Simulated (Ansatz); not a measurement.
ZrN:
```xyz
2
Lattice="0.0000 2.2973 2.2973 2.2973 0.0000 2.2973 2.2973 2.2973 0.0000" Properties=species:S:1:pos:R:3 pbc="T T T"
N      0.0000     0.0000     0.0000
Zr     2.2973     2.2973     2.2973
```

Relaxed with PBE.

Question: Map the electron localisation function on the plane through (0.000, 0.000, 0.000) spanned by u = [1, 0, 0] and v = [0, 1, -1] in lattice vectors, from DFT-PBE in the program Ansatz with PAW potentials.

Answer: x is the fraction of u, y of v (the angle between them is 90°; rows are the nearest grid lines); atoms in the plane: N at (0.00, 0.00), Zr at (0.50, 0.50).
```
|02799731113799720|
|24899631113699842|
|78997311111379987|
|99973112321137999|
|99731257875213799|
|76312699999621367|
|33115998889951133|
|11127984248972111|
|11138982028983111|
|11127984248972111|
|33115998889951133|
|76312699999621367|
|99731257875213799|
|99973112321137999|
|78997311111379987|
|24899631113699842|
|02799731113799720|
```
Scale: ten equal steps from 0.029 (start of '0') to 0.814 (end of '9'), in the order '0123456789'; x runs from 0.000 to 1.00, y from 0.000 (bottom) to 1.00 (top).

The density is the valence pseudo-density with augmentation charge, so density and ELF within about 1 Å of a nucleus are not all-electron values.

Space group Fm-3m (rock salt). The cell was relaxed with PBE under the symmetry of its start; of distortions, only those at the zone centre were tested. The run is not spin-polarised.

Potentials: the later of the program's two PAW sets.
